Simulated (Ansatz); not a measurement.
TiW:
```cif
data_Ti2W2
_chemical_formula_sum 'Ti2 W2'
_space_group_name_H-M_alt 'Cmmm'
_space_group_IT_number 65
_space_group_name_Hall '-C 2 2'
_cell_length_a 3.10891
_cell_length_b 4.48906
_cell_length_c 4.36124
_cell_angle_alpha 90.000
_cell_angle_beta 90.000
_cell_angle_gamma 90.000
loop_
_atom_site_label
_atom_site_type_symbol
_atom_site_symmetry_multiplicity
_atom_site_Wyckoff_symbol
_atom_site_fract_x
_atom_site_fract_y
_atom_site_fract_z
_atom_site_occupancy
Ti1 Ti 2 a 0.00000 0.00000 0.00000 1
W1 W 2 c 0.00000 0.50000 0.50000 1
```
(The calculation used a cell of 2 atoms; values per cell refer to that cell.)

Relaxed at zero pressure with the program Ansatz at the LDA level (PAW).

Problem. The volume is lowered by 3 % and shape and atoms relax at that volume. What pressure results, and how do the axes share the change?

Solution. 7.0 GPa; a -1.0 %, b -0.7 %, c -1.3 %; the energy rises by 10 meV/atom.

Problem. Give the new structure.

Solution. 
Space group Cmmm (No. 65); a = 3.078 Å, b = 4.458 Å, c = 4.303 Å, α = 90.00°, β = 90.00°, γ = 90.00°

```
atom  site  symmetry       x       y       z
----  ----  --------  ------  ------  ------
Ti      2a       mmm  0.0000  0.0000  0.0000
W       2c       mmm  0.0000  0.5000  0.5000
```

The phase is kept; no other phase was compared at this pressure.

The workflow started from a Materials Project entry (that database holds measured and hypothetical structures alike); the Crystallography Open Database copy checked does not list it. With Ti and W taken as one species the cell has the higher symmetry Im-3m, so it may be an ordered model of a mixed-site phase. Its standing as an ambient phase is unchecked. The cell was relaxed with LDA under the symmetry of its start; whether a distortion lowers the energy is not shown. The run is not spin-polarised. Axis ratios of metals converge slowly with the k-mesh, so a and c are less sure than the volume. Spin–orbit coupling is left out wherever it is not named.

Potentials: the later of the program's two PAW sets.
